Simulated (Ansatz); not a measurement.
TePb (zinc blende, F-43m), PBE (plane waves, PAW; program Ansatz). The conduction-band minimum lies at X, with 3 equivalent valleys. Second derivatives d²E/dk² of the lowest band at one valley (eV·Å²), along Cartesian directions:

```
direction  d²E/dk²
---------  -------
[100]        3.151
[010]        20.76
[001]        20.76
[110]        11.96
[101]        11.96
[011]        20.78
```

**Question.** Find the principal effective masses, the density-of-states mass and the conductivity mass.

**Answer.** Off-diagonal terms follow from H_xy = H[110] − (H_xx + H_yy)/2, and m*/mₑ = 7.620 eV·Å² over each eigenvalue: 0.37, 0.37, 2.4. One valley's DOS mass (m₁m₂m₃)^(1/3) = 0.69, conductivity mass 3/(Σ 1/mᵢ) = 0.51 mₑ.

**Question.** What effective density of states Nc follows at 300 K for parabolic valleys?

**Answer.** Nc = 2.509e19 × 3 × (0.69)^(3/2) ≈ 4.3e19 cm⁻³.

The start of the workflow was typed in or built on a structure type; neither database checked (COD, Materials Project) lists it. It is not the phase usual at ambient conditions (space group No. 225). Symmetry was held in the PBE relaxation; its stability against distortions is not shown here. Spin–orbit coupling is left out wherever it is not named.

Potentials: the earlier of the program's two PAW sets.

Edges and masses are those of Kohn–Sham bands, whose gap is no quasiparticle gap.
